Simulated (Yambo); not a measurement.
## SnS: sweep of GW parameters

G0W0@PBEsol for SnS (space group Pnma, No. 62) in Yambo. Reference settings: 1×4×2 Γ-centred k mesh, 299 bands and a 7 Ry block in the screening, 299 bands in G with the Bruneval-Gonze terminator, plasmon pole fitted at 27.2 eV. The PBEsol gap (0, 0, -0.5) → Γ on this mesh is 0.83 eV; G0W0 gaps are taken between the same points.

| change from the reference | G0W0 gap (0, 0, -0.5) → Γ (eV) | shift of the valence edge (eV) | rough Yambo cost |
|---|---|---|---|
| reference settings | 1.09 | -0.39 | 1 |
| 117 bands in W, 117 bands in G | 1.02 | -0.03 | about 1/3 |
| 195 bands in W, 195 bands in G | 1.07 | -0.27 | within a factor of two |
| 117 bands in G | 1.09 | -0.31 | – |
| 195 bands in G | 1.09 | -0.37 | – |
| 143 bands in W | 1.04 | -0.19 | within a factor of two |
| 3 Ry block | 0.94 | -0.12 | within a factor of two |
| 6 Ry block | 1.06 | -0.35 | within a factor of two |
| pole fitted at 10 eV | 1.06 | -0.22 | – |
| no random integration | 1.09 | -0.38 | – |
| 1×2×2 mesh | 1.08 | -0.37 | about 1/2 |
| 117 bands in G, no terminator | 0.99 | 0.18 | – |
| 195 bands in G, no terminator | 1.03 | -0.14 | – |
| no terminator | 1.06 | -0.28 | – |

The reference isn't shown to be the converged limit. Costs are rough (shared machines), scaled to the same edge states, and given only for runs that recompute the screening. The mesh misses a band edge: along a dense path the PBEsol gap is 0.76 eV against 0.83 eV on the mesh.

Spin-orbit splittings are left out.

The standard potential for Sn keeps a d shell in the valence without the s and p states of that shell. In tests on such compounds this moved G0W0 gaps by up to about 0.9 eV, so absolute quasiparticle energies here are unreliable; differences between settings are what counts.

Geometry relaxed with PBE+D3(BJ); primitive cell a = 11.185 Å, b = 4.004 Å, c = 4.249 Å, α = β = γ = 90.00°.

A shift is the quasiparticle energy of the state minus its PBEsol energy.
